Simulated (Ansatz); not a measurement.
**Li interstitial in EuMg2Bi2**

All numbers are calculated (PBEsol, collinear spin, no spin-orbit coupling; Ansatz, PAW set soft_2, 420 eV, k-mesh 3×3×3), not measured.

The relaxed host crystal (no gap at this level of theory):

```
Eu Mg Bi
1.0
     4.77217    0.00000    0.00000
    -2.38609    4.13282    0.00000
     0.00000    0.00000    7.66608
Eu Mg Bi
1 2 2
Direct
  0.00000 0.00000 0.00000
  0.66667 0.33333 0.63033
  0.33333 0.66667 0.36967
  0.66667 0.33333 0.24250
  0.33333 0.66667 0.75750
```

Supercell of 20 atoms, rows of the matrix [[0,0,-1],[-2,0,0],[2,2,0]] times the cell vectors; Li interstitial at (0.000, 0.000, 0.500) in fractions of the cell above. Atoms are relaxed at the host's cell, from a start shaken by 0.05 Å near the defect.

Distances from the added Li (Å), by shell of the perfect crystal:

```csv
shell,perfect crystal,"relaxed, charge 0"
6 Mg,2.93,3.02
6 Bi,3.39,3.34
```

```csv
charge,moment of the cell (μB),moment on Li (μB),gap of the cell on the mesh (eV)
0,28.60,0.02,0.00
```

Formation energy of the neutral defect: -0.15 eV, taking atoms from and to the elements' standard states (no corrections for gases), so it belongs to those chemical potentials alone.

A negative value doesn't mean that the atoms enter by themselves: with the elements as reservoirs, compounds of them would form first.

Caveats: 4f shell without a U, which puts 4f levels too near the Fermi level; open f or d shells may hold a state above the lowest; small supercell, so energies and levels can be off by tenths of an eV; one random start near the defect, so other minima are possible.
